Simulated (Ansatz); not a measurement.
An element in the sc structure gives these cold pressures by all-electron LAPW under LDA (Ansatz 0.2.0, scalar-relativistic, no spin polarisation).

| V (Å³/atom) | P (GPa) |
| --- | --- |
| 48.41 | -0.02 |
| 43.57 | 1.21 |
| 38.73 | 3.07 |
| 33.89 | 6.30 |
| 29.05 | 12.23 |
| 24.21 | 23.5 |
| 19.37 | 46.1 |

Problem. Which element is it?

Solution. Sr. Its zero-pressure volume in this structure is near 48.4 Å³/atom; the volume and the steepness of P(V) together point to it, though neighbours can come close. This is the case that was computed; others weren't tested.
